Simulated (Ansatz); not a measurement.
CuCl:
```
CuCl
1.0
    7.48833     0.00000     0.00000
    0.00000     3.83914     0.00000
    0.00000     0.00000     5.92540
Cu Cl
4 4
Cartesian
  0.93961   0.95979   0.12899
  2.80455   2.87936   3.09168
  6.54872   2.87936   5.79641
  4.68378   0.95979   2.83371
  6.37133   0.95979   4.54289
  4.86116   2.87936   1.58019
  1.11700   2.87936   1.38251
  2.62717   0.95979   4.34521
```

Relaxed with PBE. Special points in fractions of this cell's reciprocal vectors: Γ (0.000, 0.000, 0.000); X (0.500, 0.000, 0.000); S (0.500, 0.500, 0.000); Y (0.000, 0.500, 0.000); Z (0.000, 0.000, 0.500); U (0.500, 0.000, 0.500); R (0.500, 0.500, 0.500); T (0.000, 0.500, 0.500).

Q: List the band energies nearest the valence-band maximum at these points for the program Ansatz at the PBE level (PAW).

A: In eV from the valence-band maximum; about four levels below and three above (degenerate sets whole), none deeper than 8.9 eV; points with the same levels are listed once.

```csv
k,below,above
Γ,-0.34 -0.28 -0.26 0.00,0.64 3.69 3.72
X,-0.22 -0.22 -0.06 -0.06,1.74 1.74 4.24 4.24
S,-0.84 -0.84 -0.84 -0.84,3.68 3.68 3.68 3.68
Y,-0.72 -0.72 -0.69 -0.69,3.12 3.12 3.42 3.42
Z,-0.28 -0.28 -0.20 -0.20,1.74 1.74 3.66 3.66
U,-0.49 -0.49 -0.22 -0.22,2.26 2.26 3.85 3.85
R,-0.78 -0.78 -0.78 -0.78,3.67 3.67 3.67 3.67
T,-0.71 -0.71 -0.63 -0.63,2.58 2.58 5.15 5.15
```

Space group Pnma. The start of the workflow was typed in or built on a structure type; neither database checked (COD, Materials Project) lists it. It is not the phase usual at ambient conditions (space group No. 216). Symmetry was held in the PBE relaxation; its stability against distortions is not shown here. The workflow began spin-polarised and lost its moments. The volume moved by 24 % from the start of the relaxation.

Potentials: the later of the program's two PAW sets.
